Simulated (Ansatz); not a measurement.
## ZrC2: structures and their energies

5 relaxations of ZrC2 ended in 5 distinct structures. Computed with r2SCAN (plane waves to 500 eV, PAW, scalar-relativistic; Ansatz, an electronic-structure program).

```csv
#,space group,Pearson,type,E − E(lowest) (eV/atom),V (Å³/atom),coordination,runs ending here
1,Cmcm,oS12,–,0.00,12.10,–,1
2,Cmce,oS24,–,0.21,10.13,–,1
3,Cmcm,oS12,–,0.44,10.14,–,1
4,P4₂/nmc,tP6,–,0.76,10.78,–,1
5,Fm-3m,cF12,fluorite type,1.39,12.72,"Zr 8 (cubic), C 4 (tetrahedral)",1
```

Coordination numbers (neighbours up to the widest gap in distance over summed covalent radii, below 1.35; n+m marks a second, longer set; metal–metal contacts left out). All are gapless at this level. Cmcm, oS12 is the lowest of the structures calculated here.

ZrC2 has the orthorhombic space group Cmcm (No. 63), Pearson symbol oS12. Cell: a = 4.4433 Å, b = 5.7755 Å, c = 5.6577 Å, α = β = γ = 90.00°. Zr on 4c has 8 C at 2.332–2.440 Å. C on 8e has 1 C at 1.340 Å and 4 Zr at 2.332–2.440 Å. (Neighbours: up to the widest gap in distance over summed covalent radii, below 1.35, at either atom; cation-cation and far metal-metal contacts left out.)
(The calculation used a cell of 6 atoms; values per cell refer to that cell.)

Each run could gain symmetry but not lose that of its start, so entries can be saddle points. All of these are generated cells (placed on structure types, drawn at random, substituted or restacked) that were not matched to a known phase here. The real structure of this composition may not be among these, and whether this composition forms is not checked here. Energies are at zero temperature and pressure, without zero-point motion. The runs use different k-meshes, so differences are rounded accordingly. No spin polarisation in the result.
